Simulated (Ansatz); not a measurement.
**Magnetic states of cobalt, omega (AlB2-type)**

Method: DFT, LDA (PW92), plane waves (420 eV) with PAW, scalar-relativistic in Ansatz. The PAW files were generated under PBE, with cores re-solved for the functional.

Each start was relaxed and then solved on a dense mesh, with Fermi-Dirac smearing of 0.05 eV (0.1 eV in a metal without spin) extrapolated to zero. Rows within 2 meV/atom of each other tie.

Question: Where does each start end, and how do the energies compare? Starts: ferromagnetic; non-magnetic.

Answer: 
```
        start                                 ends  ΔE (meV/atom)  V (Å³/atom)
ferromagnetic  ferromagnetic, net 1.56 μB per atom            0.0        10.20
 non-magnetic                    spin not included          171.3         9.82
```
